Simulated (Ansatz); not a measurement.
Relaxed-ion elastic tensor of Pd (diamond, Fd-3m) in GPa (Voigt order), r²SCAN (plane waves, PAW; program Ansatz); density 7.47 g/cm³, 23.65 Å³ per atom.

```
 52.8   89.6   89.6    0.0    0.0    0.0
 89.6   52.8   89.6    0.0    0.0    0.0
 89.6   89.6   52.8    0.0    0.0    0.0
  0.0    0.0    0.0  -26.9    0.0    0.0
  0.0    0.0    0.0    0.0  -26.9    0.0
  0.0    0.0    0.0    0.0    0.0  -26.9
```

Is the crystal mechanically stable?

No: the smallest eigenvalue of C is -36.7 GPa.

The start of the workflow was typed in or built on a structure type; neither database checked (COD, Materials Project) lists it. It is not the phase usual at ambient conditions (space group No. 225). Symmetry was held in the r²SCAN relaxation. At this level the phase is mechanically unstable. No spin polarisation was allowed. As this level gives no gap, shear constants depend on the k-mesh and smearing (Fermi–Dirac, 0.1 eV here).

Potentials: the earlier of the program's two PAW sets.
